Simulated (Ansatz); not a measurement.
Input and command of a plane-wave DFT calculation in Ansatz:

```yaml
crystal:
  lattice:
    - [0.0, 4.0388466221, 4.0388466221]
    - [4.0388466221, 0.0, 4.0388466221]
    - [4.0388466221, 4.0388466221, 0.0]
  atoms:
    - { symbol: Rb, position: [-0.0618988596, 0.0618988596, -0.0618988596] }
    - { symbol: Tl, position: [0.25, 0.25, 0.25] }
    - { symbol: Tl, position: [0.75, 0.75, 0.75] }
    - { symbol: Tl, position: [0.5, 0.5, 0.5] }
basis:
  ecutwfc: 500
kpoints:
  mp_grid: { grid: [10, 10, 10] }
hamiltonian:
  xc: r2scan
scf:
  occupations: { method: gaussian, width: 0.15 }
output:
  forces: true
  stress: true
  eigenvalues: true
```

```bash
ansatz run input.yaml --threads 1 --pin off --max-ram 2560MiB --backend cpu --events-out ev --progress --plain --runs-dir out
```

Processor: Arm Neoverse V2, 1 thread, on a host shared with other jobs.

Q: How long does it run, and how much memory does it take?

A: About 59 s on 1 thread of Arm Neoverse V2, on a shared host, peak memory 0.86 GiB. It solves 29 bands at 102 k points (the mesh reduced by the symmetry that the task leaves, which can be less than the crystal's) with about 3383 plane waves, in 8 SCF iterations.
